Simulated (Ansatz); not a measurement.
Here is the system:

LaF:
```xyz
4
Lattice="4.3219 0.0000 0.0000 -2.1609 3.7428 0.0000 0.0000 0.0000 5.4266" Properties=species:S:1:pos:R:3 pbc="T T T"
La     0.0000     2.4952     1.3566
La     2.1609     1.2476     4.0699
F      0.0000     2.4952     4.0699
F      2.1609     1.2476     1.3566
```

This is the r²SCAN-relaxed structure. x, y and z are the axes in which the lattice vectors are written.

**Question.** All from plane-wave PAW r²SCAN (Ansatz code), unless another level is named. Give the highest zone-centre frequency.

**Answer.** 277 cm⁻¹.

**Question.** Give the Young's modulus.

**Answer.** 45.3 GPa.

**Question.** What about the elastic constants (relaxed ions, GPa)?

**Answer.** C11 = 111, C12 = 81.4, C13 = 40.0, C33 = 79.3, C44 = 12.9.

Space group P6_3/mmc. The workflow started from a Materials Project entry (that database holds measured and hypothetical structures alike); the Crystallography Open Database copy checked does not list it. Its standing as an ambient phase is unchecked. Symmetry was held in the r²SCAN relaxation; whether a distortion lowers the energy is not shown. As this level gives no gap, shear constants depend on the k-mesh and smearing (Fermi–Dirac, 0.1 eV here). As this level gives no gap, phonon frequencies hold no LO–TO term and depend on the k-mesh and smearing (Fermi–Dirac, 0.1 eV here). Scalar-relativistic: spin–orbit coupling is off unless named, which matters more the heavier the elements.

Potentials: the later of the program's two PAW sets.
